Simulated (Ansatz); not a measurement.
FeCo3:
```
FeCo3
1.0
    3.48767     0.00000     0.00000
    0.00000     3.48767     0.00000
    0.00000     0.00000     3.48767
Fe Co
1 3
Direct
  0.00000   0.00000   0.00000
  0.50000   0.50000   0.00000
  0.00000   0.50000   0.50000
  0.50000   0.00000   0.50000
```
The run is spin-polarised; directions of the spins, atom by atom: ↑ ↑ ↑ ↑.

Relaxed with PBEsol. Special points in fractions of this cell's reciprocal vectors: Γ (0.000, 0.000, 0.000); X (0.000, 0.500, 0.000); M (0.500, 0.500, 0.000); R (0.500, 0.500, 0.500).

Q: List the band energies nearest the Fermi level at these points for PBEsol in the plane-wave PAW code Ansatz.

A: In eV from the Fermi level; about four levels below and three above (degenerate sets whole), none deeper than 8.9 eV; … stands for higher levels left out; points with the same levels are listed once.

| k | below | above |
|---|---|---|
| Γ ↑ | -0.30 -0.30 -0.30 -0.06 -0.06 -0.06 | 2.52 2.52 2.52 |
| X ↑ | -1.09 -0.99 -0.30 -0.06 | 8.20 8.20 8.23 8.23 |
| M ↑ | -1.40 -1.31 -1.30 -1.30 | 1.23 1.23 1.44 |
| R ↑ | -0.40 -0.40 -0.34 -0.34 -0.34 | … |
| Γ ↓ | -3.39 -3.39 -3.39 -0.96 -0.96 -0.96 | 0.56 0.56 1.36 |
| X ↓ | -0.57 -0.38 -0.06 -0.06 | 0.23 0.48 0.48 |
| M ↓ | -1.33 -0.24 -0.24 -0.20 | 0.20 0.26 0.74 |
| R ↓ | -0.37 -0.21 -0.21 -0.21 | 1.30 1.30 1.30 |

Space group Pm-3m (Cu3Au type). The first step of the workflow began from a Materials Project structure, measured or hypothetical; the Crystallography Open Database copy checked does not list it. Whether it is the stable phase at ambient conditions was not checked. Symmetry was held in the PBEsol relaxation; whether a distortion lowers the energy is not shown. The final state is ferromagnetic, chosen from 5 collinear starts compared on coarse meshes (ties went to the first, and starts can fall back to one state), not a proven ground state.

Potentials: the later of the program's two PAW sets.
